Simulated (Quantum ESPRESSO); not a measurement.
pw.x input (Quantum ESPRESSO 7.5; PBE, PseudoDojo standard norm-conserving files, scalar-relativistic):

```
&CONTROL
  calculation = 'scf'
  pseudo_dir = './pseudo'
  outdir = './out'
  tprnfor = .true.
  tstress = .true.
/
&SYSTEM
  ibrav = 0
  nat = 4
  ntyp = 2
  ecutwfc = 84.0
  ecutrho = 336.0
  occupations = 'smearing'
  smearing = 'fd'
  degauss = 0.002
  nbnd = 12
/
&ELECTRONS
  conv_thr = 4e-10
/
ATOMIC_SPECIES
N 14.0070 N.upf
Al 26.9815 Al.upf
CELL_PARAMETERS angstrom
  3.128589819000   0.000000000000   0.000000000000
 -1.564294909000   2.709438261000   0.000000000000
  0.000000000000   0.000000000000   5.016960000000
ATOMIC_POSITIONS crystal
N   0.666666667000   0.333333333000   0.880710000000
N   0.333333333000   0.666666667000   0.380710000000
Al   0.666666667000   0.333333333000   0.499290000000
Al   0.333333333000   0.666666667000   0.999290000000
K_POINTS automatic
12 12 6 0 0 0
```

End of the output:

```

[...]
     the Fermi energy is     8.2940 ev
!    total energy              =     -51.17753979 Ry
     estimated scf accuracy    <          2.3E-12 Ry
     smearing contrib. (-TS)   =       0.00000000 Ry
     internal energy E=F+TS    =     -51.17753979 Ry
     The total energy is F=E-TS. E is the sum of the following terms:
     one-electron contribution =      -2.42936241 Ry
     hartree contribution      =      11.44268201 Ry
     xc contribution           =     -16.95180286 Ry
     ewald contribution        =     -43.23905653 Ry
     convergence has been achieved in  14 iterations
     Forces acting on atoms (cartesian axes, Ry/au):
     atom    1 type  1   force =     0.00000000    0.00000000    0.00011886
     atom    2 type  1   force =     0.00000000   -0.00000000    0.00011886
     atom    3 type  2   force =     0.00000000    0.00000000   -0.00011886
     atom    4 type  2   force =     0.00000000   -0.00000000   -0.00011886
     Total force =     0.000238     Total SCF correction =     0.000000
     Computing stress (Cartesian axis) and pressure
          total   stress  (Ry/bohr**3)                   (kbar)     P=       -0.86
  -0.00000458   0.00000000   0.00000000           -0.67        0.00        0.00
   0.00000000  -0.00000458   0.00000000            0.00       -0.67        0.00
   0.00000000   0.00000000  -0.00000848            0.00        0.00       -1.25
```
In a gapped system the printed Fermi energy is only some level inside the gap.

Geometry of the Materials Project entry, not relaxed at this level.
